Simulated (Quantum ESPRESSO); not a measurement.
Quadrupole interaction in K$_{3}$NaCl$_{4}$ (changed cell)

```
CELL_PARAMETERS angstrom
      6.26659     0.00000     0.00000
      0.00000     6.26659     0.00000
      0.00000     0.00000     6.26659
ATOMIC_POSITIONS crystal
  Na 0.00000 0.00000 0.00000
  Cl 0.50000 0.00000 0.00000
  K  0.00000 0.50000 0.50000
  Cl 0.50000 0.50000 0.50000
  K  0.50000 0.00000 0.50000
  Cl 0.00000 0.00000 0.50000
  K  0.50000 0.50000 0.00000
  Cl 0.00000 0.50000 0.00000
```
The cell was made here from a computed Materials Project entry: one of 4 K replaced by Na, cell and atoms relaxed (PBE without dispersion, pw.x of a modified build of Quantum ESPRESSO, symmetry kept). The parent is KCl in Fm-3m. The swapped cell is a model, not a known phase. Stability against distortions was not tested.

Computed: field gradients by the PAW reconstruction of the field gradient on a scalar-relativistic PBE ground state (Quantum ESPRESSO, JTH datasets), 30 Ha, k-mesh 4×4×4 through Γ.

```json
[
 {"site": "Na (atom 1)", "site symmetry": "m-3m", "Vzz (a.u.)": "0", "η_Q": "–", "∣C_Q∣ (MHz)": "0 (²³Na)"},
 {"site": "Cl1 (atoms 2, 6, 8)", "site symmetry": "4/mmm", "Vzz (a.u.)": "0.261", "η_Q": "0.00", "∣C_Q∣ (MHz)": "5.01 (³⁵Cl)"},
 {"site": "K (atoms 3, 5, 7)", "site symmetry": "4/mmm", "Vzz (a.u.)": "under 0.02", "η_Q": "–", "∣C_Q∣ (MHz)": "under 0.27 (³⁹K)"},
 {"site": "Cl2 (atom 4)", "site symmetry": "m-3m", "Vzz (a.u.)": "0", "η_Q": "–", "∣C_Q∣ (MHz)": "0 (³⁵Cl)"}
]
```

Quadrupole moments taken as inputs (sizes, barn, from the tables of PySCF and pymatgen): ²³Na 0.104, ³⁵Cl 0.0817, ³⁹K 0.0585.

Convention: |Vzz| is the largest principal value, η_Q = (Vxx − Vyy)/Vzz, |C_Q| = |eQVzz/h|. Cores are frozen. Against all-electron runs on small test molecules, this scheme's |Vzz| missed by −3 to −9 % on Cl.
